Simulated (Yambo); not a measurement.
Data:

```
CELL_PARAMETERS angstrom
     -1.79085     1.89919     6.46529
      1.79085    -1.89919     6.46529
      1.79085     1.89919    -6.46529
ATOMIC_POSITIONS crystal
  H  0.00000 0.50000 0.50000
  Li 0.00000 0.00000 0.00000
  O  0.50000 0.00000 0.50000
  O  0.82277 0.82277 0.00000
  O  0.17723 0.17723 0.00000
  La 0.36345 0.36345 0.00000
  La 0.63655 0.63655 0.00000
```

Workflow: PBEsol (Quantum ESPRESSO, PseudoDojo norm-conserving, 110 Ry, scalar-relativistic), then G0W0 in Yambo (4×4×4 Γ-centred k mesh, bands 2 to 101 and a 6 Ry block in the screening, 101 bands in G with the Bruneval-Gonze terminator, plasmon pole fitted at 27.2 eV).

Task: Give the PBEsol and G0W0 gaps between the band edges found on this mesh, and say where the edges lie.

Result: Edges: (0, -0.5, -0.5) → (0.25, 0.25, -0.25). PBEsol: 1.83 eV; G0W0: 3.29 eV. Convergence of the G0W0 settings was not tested. The 4f states are in the valence at their DFT position.

Geometry of the Materials Project entry, not relaxed at this level.

The structure is a Materials Project entry; no match was found in the copy of COD used, and its stability was not checked.
